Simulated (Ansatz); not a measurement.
# rocksalt-structured ErBi

Level of theory: DFT, PBEsol, scalar-relativistic, collinear spin; plane waves to 420 eV with PAW datasets (Ansatz 0.2.0), Γ-centred 8×8×8 mesh, 0.05 eV Gaussian smearing. The datasets are Ansatz's generated set soft_2.

```yaml
crystal:
  lattice:
    - [0.00000, 3.13553, 3.13553]
    - [3.13553, 0.00000, 3.13553]
    - [3.13553, 3.13553, 0.00000]
  atoms:
    - { symbol: Er, position: [0.50000, 0.50000, 0.50000] }
    - { symbol: Bi, position: [0.00000, 0.00000, 0.00000] }
```

The start was a prototype's sites filled with these elements; the Crystallography Open Database holds the compound in this structure.

Magnetic state: ferromagnetic, site spin moments Er 2.59 μB.

Path: Γ–X–U | K–Γ–L–W–X, with Γ = (0.000, 0.000, 0.000), X = (0.500, 0.000, 0.500), U = (0.625, 0.250, 0.625), K = (0.375, 0.375, 0.750), L = (0.500, 0.500, 0.500), W = (0.500, 0.250, 0.750) in reciprocal vectors of the calculation's cell.

Levels between -5 and 3 eV from the Fermi level at the path's named points:
```tsv
point	spin	below E_F (eV)	above E_F (eV)
Γ	up	-2.96 -2.96 -2.89 -2.19 -2.12 -2.12 -2.09	1.54 1.54 1.55 2.10 2.10 2.10 2.80 2.97 2.97
Γ	down	-0.91 -0.80 -0.80 -0.73 -0.13 -0.13 -0.05	1.73 1.79 1.79 2.28 2.29 2.29 2.90
X	up	-2.95 -2.92 -2.86 -2.44 -2.19 -2.14 -2.12 -2.12 -0.10 -0.08	0.45 2.77
X	down	-2.35 -0.99 -0.89 -0.77 -0.76 -0.33 -0.02	0.04 0.24 0.44 0.58 2.94
U	up	-2.93 -2.93 -2.86 -2.40 -2.20 -2.13 -2.12 -2.10 -1.95 -0.62	1.79
U	down	-2.19 -2.09 -0.95 -0.76 -0.76 -0.73 -0.49	0.04 0.06 0.16 1.95
K	up	-2.95 -2.92 -2.85 -2.34 -2.19 -2.16 -2.12 -2.12 -1.98 -0.61	1.78
K	down	-2.19 -2.09 -1.01 -0.77 -0.77 -0.74 -0.34	0.04 0.05 0.08 1.97
L	up	-3.89 -2.92 -2.91 -2.85 -2.13 -2.11 -2.11 -2.10 -1.07 -1.06	
L	down	-3.81 -0.98 -0.98 -0.78 -0.77 -0.75 -0.73	0.02 0.06 0.07
W	up	-2.94 -2.92 -2.85 -2.26 -2.17 -2.14 -2.12 -1.84 -1.83 -1.64	
W	down	-1.81 -1.81 -1.80 -0.77 -0.76 -0.75 -0.67	0.05 0.06 0.06
```

Problem. By these bands, is it a metal or an insulator, and if it has a gap, where are the band edges on this path?

Solution. A metal: bands cross the Fermi level.

Formal charges Er³⁺, Bi³⁻ leave Er³⁺ with an open 4f¹¹ shell. The run still finds no gap: within 0.1 eV of the Fermi level the projected states are 92 % Er 4f. Apart from the f shell, rare-earth antimonides and bismuthides of this kind are mostly semimetals, since the Er 5d band overlaps the anion's p band.

Without a U the open 4f shell is pinned at the Fermi level, an artefact: in the real crystal it splits into occupied and empty levels away from it, and its large orbital moment is missing here. These numbers lack spin–orbit coupling. The run wasn't fully tested for a lower electronic state. Site moments are of spin, integrated over atomic spheres. No antiparallel order was tried.

The open shells may stand above their lowest state, and forces and pressures are less sure for it. The relaxed cell is 4 % larger in volume than the cell of this structure in the Crystallography Open Database (29.59 Å³/atom, 1992).
